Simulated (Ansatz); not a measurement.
What internal relaxation does to the elastic constants of InP3

The calculation used DFT LDA, scalar-relativistic, plane waves, PAW (Ansatz 0.2.0). Settings: 420 eV plane-wave cutoff, Γ-centred 6×6×6 mesh, Fermi-Dirac smearing of 0.15 eV. No spin polarisation.

Relaxed structure:
```
CELL_PARAMETERS angstrom
3.68975 2.13028 3.24336
-3.68975 2.13028 3.24336
0.00000 -4.26056 3.24336
ATOMIC_POSITIONS crystal
In 0.27377 0.27377 0.27377
In 0.72623 0.72623 0.72623
P 0.79391 0.24163 0.79391
P 0.79391 0.79391 0.24163
P 0.24163 0.79391 0.79391
P 0.20609 0.75837 0.20609
P 0.75837 0.20609 0.20609
P 0.20609 0.20609 0.75837
```

In a metal, frequencies and elastic constants depend on the k mesh and the smearing, soft modes and shear constants most.

Clamped-ion constants (GPa, Voigt order; atoms follow the strain homogeneously):
```
188.1  56.9  52.4  25.3   0.0   0.0
 56.9 188.1  52.4 -25.3   0.0   0.0
 52.4  52.4 116.6   0.0   0.0   0.0
 25.3 -25.3   0.0  70.4   0.0   0.0
  0.0   0.0   0.0   0.0  70.4  25.3
  0.0   0.0   0.0   0.0  25.3  65.6
```

What are the constants once the atoms relax in each strained cell?

Answers

C11 = 138.8, C12 = 59.3, C13 = 36.3, C14 = 1.7, C22 = 138.8, C23 = 36.3, C24 = -1.7, C33 = 76.8, C44 = 16.1, C55 = 16.1, C56 = 1.7, C66 = 39.8 GPa; the others vanish.
The Voigt shear modulus goes from 63.4 to 29.2 GPa and the Voigt bulk modulus from 90.7 to 68.7 GPa. Relaxation subtracts ΛᵀK⁻¹Λ/V, with Λ the forces that a strain puts on the atoms and K the zone-centre force constants. At a stable cell this can only lower the diagonal constants, and it acts only for strains that share their symmetry with an optical mode; elsewhere, and where the coupling is weak, the constants hardly move.

Cost: 2 runs of about 6.6 core-minutes in all, on Oxide Virtual Turin-like Processor (Zen 5) (shared hosts).